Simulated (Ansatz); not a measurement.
Polymorphs of Si2W, each relaxed with r²SCAN in the plane-wave PAW code Ansatz:

A: MoSi2 or CaC2 type (I4/mmm)
a = b = 3.2120 Å, c = 7.8067 Å, α = β = γ = 90.00°

```csv
atom,site,symmetry,x,y,z
Si,4e,4mm,0.0000,0.0000,0.3348
W,2a,4/mmm,0.0000,0.0000,0.0000
```

B: P6_222
a = b = 4.581 Å, c = 6.610 Å, α = β = 90.00°, γ = 120.00°

| atom | site | symmetry | x | y | z |
|---|---|---|---|---|---|
| Si | 6j | ..2 | 0.3271 | 0.1636 | 0.1667 |
| W | 3d | 222 | 0.5000 | 0.0000 | 0.5000 |

Task: Put the candidates in order of energy per atom at 0 K, lowest first, for r²SCAN.

Result: A (+0 meV/atom), B (+73 meV/atom)

Task: Give each one's gap.

Result: A no gap; B 0.12 eV.

Not the usual ambient phase: B. All cells were relaxed under the symmetry of their starts (and spin orders); stability against distortions was not tested throughout. Rows with no word on spin ran without spin polarisation. Spin–orbit coupling is left out wherever it is not named.

Energies hold the estimated change up to a 700 eV cutoff; steps of a few meV lie near the error of the meshes.

Potentials: the earlier of the program's two PAW sets.
